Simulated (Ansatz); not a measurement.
BPd₂ in space group Pnnm (No. 58; B on 2a, Pd on 4g) at seven volumes, DFT-LDA in the program Ansatz with PAW potentials, shape and atoms relaxed at each. One row is withheld.

```tsv
V (Å³/atom)	P (GPa)
11.010	?
11.372	15.69
11.735	7.13
12.098	-0.01
12.461	-5.88
12.824	-10.69
13.187	-14.65
```

Question: Fit the shown pressures and predict the withheld one.

Answer: Third-order Birch–Murnaghan: P = (3/2)B₀(x^(7/2) − x^(5/2))[1 + (3/4)(B′ − 4)(x − 1)] with x = (V₀/V)^(2/3). Least squares on the six rows gives V₀ = 12.098 Å³/atom, B₀ = 214.7 GPa, B′ = 5.41. At V = 11.010, x = 1.0648 and P = 26.11 GPa. The run itself gave 25.88 GPa.

The workflow started from a Materials Project entry (that database holds measured and hypothetical structures alike); the Crystallography Open Database files this formula in space group No. 58, but the cells were not matched. Whether it is the stable phase at ambient conditions was not checked. The cell was relaxed with LDA under the symmetry of its start; whether a distortion lowers the energy is not shown. No spin polarisation was allowed.

Potentials: the later of the program's two PAW sets.
